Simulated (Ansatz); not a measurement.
Data:

SiNi:
```cif
data_Ni3Si3
_chemical_formula_sum 'Ni3 Si3'
_space_group_name_H-M_alt 'P 1'
_space_group_IT_number 1
_cell_length_a 4.85874
_cell_length_b 4.85874
_cell_length_c 3.81644
_cell_angle_alpha 90.000
_cell_angle_beta 90.000
_cell_angle_gamma 120.000
loop_
_space_group_symop_operation_xyz
  'x, y, z'
loop_
_atom_site_label
_atom_site_type_symbol
_atom_site_fract_x
_atom_site_fract_y
_atom_site_fract_z
_atom_site_occupancy
Ni1 Ni 0.50000 0.00000 0.00000 1
Ni2 Ni 0.50000 0.50000 0.00000 1
Ni3 Ni 0.00000 0.50000 0.00000 1
Si1 Si 0.00000 0.00000 0.00000 1
Si2 Si 0.33333 0.66667 0.50000 1
Si3 Si 0.66667 0.33333 0.50000 1
```

This is the PBE-relaxed structure.

Problem. All from PBE in the plane-wave PAW code Ansatz, unless another level is named. Give the electronic character.

Solution. metallic (no gap).

Problem. Give the formation energy from the elements (no fitted shifts).

Solution. -0.35 eV/atom.

Problem. Next, the density of states at the Fermi level?

Solution. 0.54 states/eV per atom (mean over ±0.08 eV).

Space group P6/mmm. A made-up cell: these elements were put on the sites of a structure type; neither database checked (COD, Materials Project) lists it. It is not the phase usual at ambient conditions (space group No. 62). The PBE relaxation kept the symmetry of its start. At this level the phase is dynamically unstable (imaginary phonons). The workflow began spin-polarised and lost its moments. The references are the lowest solids computed at this level, not always the standard phases.

Potentials: the later of the program's two PAW sets.
